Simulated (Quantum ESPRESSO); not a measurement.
# WMo5RuAg: a guest atom moved from site to site

Simulated, not a measurement. The program is pw.x of Quantum ESPRESSO 7.5 (plane-wave density functional theory). The cell is made up: eight metal atoms on a face-centred cubic lattice, with elements, volume, strain and displacements drawn at random and not relaxed, so it may be unstable or far from any real phase. PseudoDojo standard norm-conserving files set the functional (PBE unless stated); there is no spin polarisation or spin-orbit coupling, the Fermi-Dirac width of 0.25 eV means electrons at about 2900 K, and the masses in the input are unused placeholders. Heavy elements are run without spin-orbit coupling, which real alloys of them have. A spin test at this wide smearing found no moment, but such smearing suppresses magnetism that the real alloy may have.

The runs move one W atom among sites that otherwise hold Mo. Cell, positions, cutoff, mesh and smearing stay as in the input of run 1; sites are counted in its order. Stress in the tables is positive in tension.

Input of run 1:

```
&control calculation='scf', pseudo_dir='./dojo.nc.sr.pbe.v0_5.standard.upf', outdir='./o', disk_io='minimal', tprnfor=.true., tstress=.true. /
&system ibrav=0, nat=8, ntyp=4, nbnd=77, ecutwfc=84.00895049, nosym=.true., tot_charge=0,
 occupations='smearing', smearing='fd', degauss=0.0183746611
/
&electrons conv_thr=1.470e-08, electron_maxstep=70, mixing_beta=0.5 /
ATOMIC_SPECIES
Ag 1.0 Ag.upf
Mo 1.0 Mo.upf
Ru 1.0 Ru.upf
W 1.0 W.upf
CELL_PARAMETERS angstrom
-0.0024 -2.024 -2.0564
-5.9377 -1.9735 -0.0577
-2.0336 3.937 -6.0608
ATOMIC_POSITIONS angstrom
W -0.0126 0.0519 -0.05
Mo -2.1512 1.9612 -4.1209
Mo -1.9025 0.1684 -1.9178
Mo -3.8737 2.0305 -6.1179
Ru -3.9781 -0.0649 -4.0908
Ag -4.0553 -1.9675 -2.0972
Mo -6.0636 -0.1697 -6.0333
Mo -5.9791 -2.0711 -4.0695
K_POINTS automatic
8 4 3 1 1 1
```

| run | elements on sites 1 to 8 | free energy less that of run 1 (eV) | -TS (eV) | pressure (GPa) | stress xx (GPa) | stress yy (GPa) | stress zz (GPa) | stress yz (GPa) | stress xz (GPa) | stress xy (GPa) | iterations |
| --- | --- | --- | --- | --- | --- | --- | --- | --- | --- | --- | --- |
| 1 | W Mo Mo Mo Ru Ag Mo Mo | 0.000 | -1.807 | 1.58 | -2.98 | -0.75 | -1.01 | 0.74 | 1.51 | -0.45 | 22 |
| 2 | Mo W Mo Mo Ru Ag Mo Mo | -0.085 | -1.813 | 1.45 | -2.67 | -0.68 | -0.99 | 0.66 | 1.19 | -0.25 | 21 |
| 3 | Mo Mo Mo W Ru Ag Mo Mo | 0.037 | -1.809 | 1.30 | -2.72 | -0.55 | -0.64 | 0.52 | 1.14 | -0.11 | 22 |
| 4 | Mo Mo Mo Mo Ru Ag W Mo | -0.065 | -1.793 | 0.92 | -1.90 | -0.37 | -0.49 | 0.91 | 1.40 | -0.36 | 22 |
| 5 | Mo Mo Mo Mo Ru Ag Mo W | 0.003 | -1.810 | 1.50 | -2.91 | -0.75 | -0.86 | 0.85 | 1.10 | -0.20 | 20 |

Forces Fx Fy Fz (eV/Å):

| site | run 1 | run 2 | run 3 | run 4 | run 5 |
| --- | --- | --- | --- | --- | --- |
| 1 | 0.81 -0.23 0.70 | 0.64 -0.11 0.58 | 0.77 -0.13 0.56 | 0.70 -0.13 0.60 | 0.65 -0.30 0.74 |
| 2 | -0.14 -0.74 0.72 | -0.09 -0.87 0.86 | -0.03 -0.81 0.81 | -0.21 -0.81 0.81 | -0.09 -0.68 0.71 |
| 3 | -1.75 0.11 -0.58 | -1.60 0.09 -0.54 | -1.66 0.12 -0.59 | -1.61 0.09 -0.58 | -1.76 0.04 -0.57 |
| 4 | -1.35 -0.60 0.23 | -1.39 -0.50 0.09 | -1.56 -0.62 0.22 | -1.36 -0.56 0.17 | -1.23 -0.58 0.18 |
| 5 | -0.18 0.23 -0.10 | -0.11 0.26 -0.12 | -0.21 0.23 -0.11 | -0.28 0.25 -0.11 | -0.33 0.16 -0.07 |
| 6 | 1.60 -0.24 0.43 | 1.56 -0.25 0.44 | 1.59 -0.26 0.45 | 1.57 -0.25 0.44 | 1.64 -0.28 0.48 |
| 7 | 0.80 0.32 -0.36 | 0.81 0.30 -0.32 | 0.92 0.37 -0.38 | 0.99 0.35 -0.40 | 0.78 0.34 -0.38 |
| 8 | 0.22 1.16 -1.04 | 0.18 1.08 -0.98 | 0.18 1.09 -0.97 | 0.20 1.05 -0.92 | 0.35 1.30 -1.09 |

The sites are displaced and not relaxed, so the energy differences mix bonding between neighbours with strain and are not ordering energies. A rerun of one cell of this series at a higher cutoff and on a denser mesh moved values by no more than 0.007 eV in energy, 0.08 GPa in stress and 0.009 eV/Å in force, and a second program with other atomic files agreed on that cell to 2 % rms in force and 0.5 GPa in pressure.